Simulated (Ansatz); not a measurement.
Input and command of a calculation in Ansatz (plane waves; scalar-relativistic PAW potentials unless the input names others):

```yaml
crystal:
  lattice:
    - [-5.236, 5.236, -10.472]
    - [5.236, 10.472, -5.236]
    - [5.236, -5.236, -10.472]
  atoms:
    - { symbol: K, position: [0.7126998871, 0.3003605643, 0.8687776857] }
    - { symbol: K, position: [0.3964777481, 0.0, 0.8620359428] }
    - { symbol: K, position: [0.8721269013, 0.0, 0.4155891156] }
    - { symbol: K, position: [0.8341998316, 0.3574659621, 0.5036231054] }
    - { symbol: K, position: [0.7873001129, 0.6996394357, 0.6312223143] }
    - { symbol: K, position: [0.4887771036, 0.0, 0.4786166112] }
    - { symbol: K, position: [0.4869395486, 0.3003605643, 0.6312223143] }
    - { symbol: K, position: [0.4190075119, 0.6619849762, 0.75] }
    - { symbol: K, position: [0.1035222519, 0.0, 0.6379640572] }
    - { symbol: K, position: [0.0809924881, 0.3380150238, 0.75] }
    - { symbol: K, position: [0.0130604514, 0.6996394357, 0.8687776857] }
    - { symbol: K, position: [0.9542418493, 0.3399711365, 0.1319560205] }
    - { symbol: K, position: [0.9063643188, 0.6872713624, 0.25] }
    - { symbol: K, position: [0.6278730987, 0.0, 0.0844108844] }
    - { symbol: K, position: [0.5936356812, 0.3127286376, 0.25] }
    - { symbol: K, position: [0.5457581507, 0.6600288635, 0.3680439795] }
    - { symbol: K, position: [0.25, 0.0, 0.25] }
    - { symbol: K, position: [0.2057870142, 0.3399711365, 0.3680439795] }
    - { symbol: K, position: [0.1916657937, 0.6425340379, 0.5036231054] }
    - { symbol: K, position: [0.6658001684, 0.6425340379, -0.0036231054] }
    - { symbol: K, position: [0.3083342063, 0.3574659621, -0.0036231054] }
    - { symbol: K, position: [0.2942129858, 0.6600288635, 0.1319560205] }
    - { symbol: K, position: [0.0112228964, 0.0, 0.0213833888] }
basis:
  ecutwfc: 420
kpoints:
  mp_grid: { grid: [2, 2, 2] }
hamiltonian:
  xc: pbesol
scf:
  occupations: { method: cold, width: 0.1 }
output:
  forces: true
  eigenvalues: true
  stress: true
```

```bash
ansatz run input.yaml --threads 4 --pin off --max-ram 9216MiB --backend cpu --events-out ev --progress --plain --runs-dir out
```

Abridged log:
```
Basis set: ecut = 420 eV, 33593 PW (Γ), exchange–correlation on 180×180×180 points (8 copies of the dense FFT grid, shifted against one another)
Bands: 127, of which v1, the nominal top of the filled ones, is band 104 counted from 1 (103 counted from 0)
Symmetry: 4 space group operations
k-points: 6 of 8
SCF iter   1: F=—  HF=-34868.175976 eV  |F-HF|=—  |Δ(HF+E_count)|=         —  Δρ=1.17e-3  dr2=6.00e-2  ethr=1.77e-3  ⟨swp⟩=12.2  Hψ=3521  notcnv=0
SCF iter   2: F=—  HF=-34868.180242 eV  |F-HF|=—  |Δ(HF+E_count)|=   4.27e-3  S|Δr|=    0.00e0  Δρ=6.25e-4  dr2=3.19e-2  ethr=2.90e-5  ⟨swp⟩=1.7  Hψ=919  notcnv=0
SCF iter   3: F=—  HF=-34868.176549 eV  |F-HF|=—  |Δ(HF+E_count)|=   3.69e-3  S|Δr|=    0.00e0  Δρ=1.59e-4  dr2=5.89e-3  ethr=1.54e-5  ⟨swp⟩=2.0  Hψ=760  notcnv=0
SCF iter   4: F=—  HF=-34868.175684 eV  |F-HF|=—  |Δ(HF+E_count)|=   8.65e-4  S|Δr|=    0.00e0  Δρ=6.47e-5  dr2=3.35e-4  ethr=2.84e-6  ⟨swp⟩=2.0  Hψ=777  notcnv=0
SCF iter   5: F=—  HF=-34868.175677 eV  |F-HF|=—  |Δ(HF+E_count)|=   6.41e-6  S|Δr|=    0.00e0  Δρ=2.56e-5  dr2=5.97e-5  ethr=1.62e-7  ⟨swp⟩=2.7  Hψ=800  notcnv=0
SCF iter   6: F=—  HF=-34868.175994 eV  |F-HF|=—  |Δ(HF+E_count)|=   3.17e-4  S|Δr|=    0.00e0  Δρ=1.13e-5  dr2=8.23e-6  ethr=2.88e-8  ⟨swp⟩=2.0  Hψ=793  notcnv=0
SCF iter   7: F=—  HF=-34868.175994 eV  |F-HF|=—  |Δ(HF+E_count)|=   4.68e-7  S|Δr|=    0.00e0  Δρ=3.82e-6  dr2=7.16e-7  ethr=3.97e-9  ⟨swp⟩=3.2  Hψ=1301  notcnv=0
SCF iter   8: F=-34868.175994 eV  HF=-34868.175994 eV  |F-HF|=1.16e-8  |Δ(HF+E_count)|=   1.79e-8  S|Δr|=    0.00e0  Δρ=1.48e-6  dr2=8.55e-8  ethr=4.83e-11  ⟨swp⟩=13.0  Hψ=4239  notcnv=0
SCF 1 converged in 8 iterations: F = -34868.175994 eV  dr2 = 8.55e-8
SCF converged after 8 iterations
Stability not checked: this state was not tested for a lower state beside it, because cold or Methfessel-Paxton smearing, or corrected tetrahedra, fill the levels in a way that the test cannot read (fill_not_monotonic; see scf.lower_state_search)
Free energy (F): -34868.175994 eV
Harris-Foulkes:  -34868.175994 eV  (|F-HF|=1.16e-8)
Internal energy: -34868.104418 eV  (E = F + TS)
E sigma→0 (E₀):  -34868.152136 eV
Entropy (-TS):   -0.071576 eV (-3.112 meV/atom)
Fermi energy:    1.762970 eV
Step filling:    the computed levels leave a gap of 0.0167 eV = 0.2 smearing widths at the electron count; against every level under it full and every level over it empty, smearing changes F+E_penalty+E_count by -25.940 meV and its σ→0 estimate by -2.082 meV
--- Forces (eV/Å), atoms counted from 1 ---
  atom   1  K     -0.00011213    -0.00158830    -0.00187701
  atom   2  K      0.00222207    -0.00222207     0.00521399
  atom   3  K      0.00040389    -0.00040389     0.00197482
  atom   4  K      0.00192608    -0.00185735    -0.00188439
  atom   5  K      0.00011213     0.00158830     0.00187701
  atom   6  K     -0.00309569     0.00309569    -0.00296413
  atom   7  K     -0.00158830    -0.00011213     0.00187701
  atom   8  K     -0.00239968    -0.00239968     0.00000000
  atom   9  K     -0.00222207     0.00222207    -0.00521399
  atom  10  K      0.00239968     0.00239968     0.00000000
  atom  11  K      0.00158830     0.00011213    -0.00187701
  atom  12  K     -0.00116885    -0.00051706     0.00065034
  atom  13  K      0.00397400     0.00397400     0.00000000
  atom  14  K     -0.00040389     0.00040389    -0.00197482
  atom  15  K     -0.00397400    -0.00397400     0.00000000
  atom  16  K      0.00116885     0.00051706    -0.00065034
  atom  17  K      0.00000000     0.00000000     0.00000000
  atom  18  K     -0.00051706    -0.00116885    -0.00065034
  atom  19  K      0.00185735    -0.00192608    -0.00188439
  atom  20  K     -0.00192608     0.00185735     0.00188439
  atom  21  K     -0.00185735     0.00192608     0.00188439
  atom  22  K      0.00051706     0.00116885     0.00065034
  atom  23  K      0.00309569    -0.00309569     0.00296413
--- Stress (GPa, compression-positive) ---
       -0.117241      -0.090950       0.028761
       -0.090950      -0.117241      -0.028761
        0.028761      -0.028761      -0.107790
  P = ⅓ Tr σ = -0.1141 GPa (-1.141 kbar)
```

Apart from outputs, empty bands and the relaxation, which only the reference makes, the input differs from a reference run on usual settings in scf.occupations.method: "gaussian" → "cold". The reference, at the same geometry, ended its own course with pressure -0.11 GPa, largest force 0.006 eV/Å, no gap on the mesh. This run converged in 8 SCF iterations with an energy at zero smearing 0.33 meV/atom above the reference's, pressure -0.11 GPa, largest force 0.006 eV/Å, no gap on the mesh.

The run took 25 s on 4 threads of Arm Neoverse V1, with other jobs on the host, peak memory 4.5 GiB.